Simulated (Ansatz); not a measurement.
Relaxed WSe₂ (2H-MoS2 type, space group P6_3/mmc):

```
WSe2
1.0
    3.29989     0.00000     0.00000
   -1.64994     2.85779     0.00000
    0.00000     0.00000    13.15129
W Se
2 4
Direct
  0.33333   0.66667   0.25000
  0.66667   0.33333   0.75000
  0.33333   0.66667   0.62336
  0.66667   0.33333   0.12336
  0.66667   0.33333   0.37664
  0.33333   0.66667   0.87664
```

The numbers are results of r2SCAN+rVV10 (plane waves to 500 eV, PAW, scalar-relativistic; Ansatz, a first-principles code), not measurements. k mesh 9×9×2 (Γ-centred), Fermi-Dirac smearing 0.05 eV. As the smearing reaches across the gap at some points, energies and forces of such displacements shift with the k mesh and the smearing. Spin-orbit coupling is left out, though W is heavy. WSe2 is run without spin polarisation. WSe2 was relaxed with its symmetry unable to fall.

One atom of the cell was then moved (with its periodic images), all else fixed, and the forces (eV/Å) came out as:

```json
[
 {"atom": "W1", "Fx": "-5.496", "Fy": "0.499", "Fz": "0.000"},
 {"atom": "W2", "Fx": "0.010", "Fy": "0.001", "Fz": "0.000"},
 {"atom": "Se3", "Fx": "0.012", "Fy": "-0.002", "Fz": "-0.002"},
 {"atom": "Se4", "Fx": "2.731", "Fy": "-0.248", "Fz": "-1.055"},
 {"atom": "Se5", "Fx": "2.731", "Fy": "-0.248", "Fz": "1.055"},
 {"atom": "Se6", "Fx": "0.012", "Fy": "-0.002", "Fz": "0.002"}
]
```

Problem. Which atom was moved, and by which vector (Å)?

Solution. W1, by (0.31, 0.00, 0.00), 0.31 Å in all.

(For displaced atoms, the force is minus the slope of the energy, and its curvature is a force constant, which sets phonon frequencies.)
